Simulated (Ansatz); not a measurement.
Consider the following.

WSi$_{2}$ (MoSi2 type, space group I4/mmm)

```
CELL_PARAMETERS angstrom
     -1.60615     1.60615     3.90288
      1.60615    -1.60615     3.90288
      1.60615     1.60615    -3.90288
ATOMIC_POSITIONS crystal
  W  0.00000 0.00000 0.00000
  Si 0.33486 0.33486 0.00000
  Si 0.66514 0.66514 0.00000
```

The atoms are displaced by Q × the pattern below (from a DFPT mode at Γ, largest move 1; Q in Å), at fixed cell.

```csv
atom,x,y,z
Si2,0.000,0.000,-1.000
Si3,0.000,0.000,1.000
```

Atoms not listed stay in place.

Method: r2SCAN (plane waves to 500 eV, PAW, scalar-relativistic; Ansatz, a program for electronic structure). k mesh 20×20×20 (Γ-centred), Fermi-Dirac smearing 0.05 eV. E stands for the smeared free energy. With partly filled bands, energies and forces of such displacements shift with the k mesh and the smearing. Spin-orbit coupling is left out, though W is heavy. The PAW data are Ansatz's earlier set. WSi2 is run without spin polarisation. WSi2 was relaxed with its symmetry unable to fall. ΔE is measured from the undisplaced structure.

The scan covers Q from -0.280 to 0.280 Å in 13 points.

Problem. Is the energy the same for displacements of ±0.280 Å, and if not, which side lies higher?

Solution. Not even: the negative side lies higher at ±0.280 Å.

Problem. Is this a single well or a double well?

Solution. A single well with its minimum at or next to zero displacement.

Problem. What is the energy change at Q = 0.280 Å?

Solution. 1491 meV/cell.

Problem. What harmonic wavenumber does the curvature at Q = 0 give?

Solution. 456 cm⁻¹.

(For displaced atoms, the force is minus the slope of the energy, and its curvature is a force constant, which sets phonon frequencies.)
